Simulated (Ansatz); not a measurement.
Input:

Bi$_{2}$S$_{3}$:
```cif
data_Bi2S3
_chemical_formula_sum 'Bi2 S3'
_space_group_name_H-M_alt 'P 1'
_space_group_IT_number 1
_cell_length_a 4.03671
_cell_length_b 4.03671
_cell_length_c 9.75496
_cell_angle_alpha 90.000
_cell_angle_beta 90.000
_cell_angle_gamma 120.000
loop_
_space_group_symop_operation_xyz
  'x, y, z'
loop_
_atom_site_label
_atom_site_type_symbol
_atom_site_fract_x
_atom_site_fract_y
_atom_site_fract_z
_atom_site_occupancy
Bi1 Bi 0.33333 0.66667 0.19190 1
Bi2 Bi 0.66667 0.33333 0.80810 1
S1 S 0.00000 0.00000 0.00000 1
S2 S 0.33333 0.66667 0.66242 1
S3 S 0.66667 0.33333 0.33758 1
```

This is the r²SCAN-relaxed structure.

Question: All from the program Ansatz at the r²SCAN level (PAW), unless another level is named. Estimate the smallest direct gap on the standard path.

Answer: 1.26 eV.

Question: Next, the formation energy from the elements (no fitted shifts)?

Answer: -0.40 eV/atom.

Question: What about the electron effective mass with spin–orbit coupling?

Answer: 0.19, 0.19, 4.5 mₑ (principal values).

Question: Next, the electron effective mass?

Answer: 0.17, 0.17, 6.0 mₑ (principal values).

Question: Predict the conduction-band minimum.

Answer: at A.

Question: Next, the valence-band maximum?

Answer: on the K–Γ line, 94 % of the way from K.

Space group P-3m1 (La2O3 or Ni2Al3 type). The cell is a constructed one: a structure type filled with these elements; neither database checked (COD, Materials Project) lists it. COD files the formula under space group No. 62. Its standing as an ambient phase is unchecked. Symmetry was held in the r²SCAN relaxation; its stability against distortions is not shown here. The references are the lowest solids computed at this level, not always the standard phases. Scalar-relativistic: spin–orbit coupling is off unless named, which matters more the heavier the elements.

Potentials: the earlier of the program's two PAW sets. The files were generated under PBE; for other functionals the program regenerates the frozen cores, and for LDA and PBEsol the local potential too.
